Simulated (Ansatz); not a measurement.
**Notes on a calculation: ReO3-type ReF3**

The computed numbers are results of PBE+U (U_eff = 2 eV on Re 5d), scalar-relativistic (collinear spin) in the plane-wave PAW code Ansatz at 420 eV, 8×8×8 k-mesh, Gaussian smearing of 0.05 eV. The datasets are Ansatz's generated set soft_2.

The structure was built from a prototype; whether the compound forms in it isn't claimed. The ideal cubic cell shuts out tilts of the octahedra, which such structures often take.

The first cell:

```
Re F
1.0
     3.92000    0.00000    0.00000
     0.00000    3.92000    0.00000
     0.00000    0.00000    3.92000
Re F
1 3
Direct
  0.00000 0.00000 0.00000
  0.50000 0.00000 0.00000
  0.00000 0.00000 0.50000
  0.00000 0.50000 0.00000
```

Moments typed, the run going on from the state of an earlier one (μB, in the order of the atoms): 2.0, 0.0, 0.0, 0.0.

The first steps of the search for zero pressure:

```csv
run,level,k-mesh,kind,V (Å³/atom),P (GPa),gap on the mesh (eV),largest moment (μB)
1,PBE+U,6×6×6,fixed cell,15.06,18.0,metal,0.95
```

Q: At which volume does PBE+U reach zero pressure?

A: About 17.3 Å³/atom, about 15 % over the start.

The steps that followed:

```csv
run,level,k-mesh,kind,V (Å³/atom),P (GPa),E − E(final) (meV/atom),gap on the mesh (eV),largest moment (μB)
2,PBE+U,6×6×6,fixed cell,16.87,3.0,–,metal,1.04
3,PBE+U,6×6×6,fixed cell,17.42,-0.3,–,metal,1.07
4,PBE+U,8×8×8,fixed cell,17.42,-0.3,0.1,metal,1.07
5,PBE+U,8×8×8,fixed cell,17.35,0.1,0.0,metal,1.07
```

The cell is relaxed to zero pressure at this level.

The final structure (symmetry read at 0.01 Å). It takes space group Pm-3m (No. 221, cubic). The conventional cell has a = 4.109 Å, b = 4.109 Å, c = 4.109 Å, α = 90.00°, β = 90.00°, γ = 90.00°. Re (site symmetry m-3m) is surrounded by 6 F at 2.05 Å. Around F (site symmetry 4/mmm) lie 2 Re at 2.05 Å. (Neighbours are counted to 15 % beyond the shortest distance.)

```csv
atom,site,symmetry,x,y,z
Re,1a,m-3m,0.0000,0.0000,0.0000
F,3d,4/mm.m,0.5000,0.0000,0.0000
```

The electronic state has lower symmetry than the lattice and leaves a non-hydrostatic stress of up to 0.2 GPa in this cell.

Of 4 converged starts of the open shells, 3 reached the lowest state found; the highest ended 25 meV/atom above it. Among 3 magnetic starts the lowest energy, to 0.5 meV/atom, came from: ferromagnetic; small parallel starting moments. The next state (no spin polarisation) lies 164.1 meV/atom higher. At the final geometry the gap, band path included, is zero (metallic) and the site spin moments are Re 1.07; F 0.06 μB. The equation of state gives B0 = 98 GPa. The runs in the table took roughly 1.1 core-minutes.

With a Hubbard U or exact exchange the result depends on the state in which the open shell ends, and a lower one can't be excluded. Scalar-relativistic only: spin–orbit splittings of the heavy atoms' levels are missing. The program warned that the potential is rough where the density is thin (voids or gaps), so long spacings are poorly fixed. The order of the orbitals lowers the symmetry, along an axis that is one of several equivalent ones. Site moments are of spin, integrated over atomic spheres. Only parallel moments were tried, so the real magnetic order may be another.
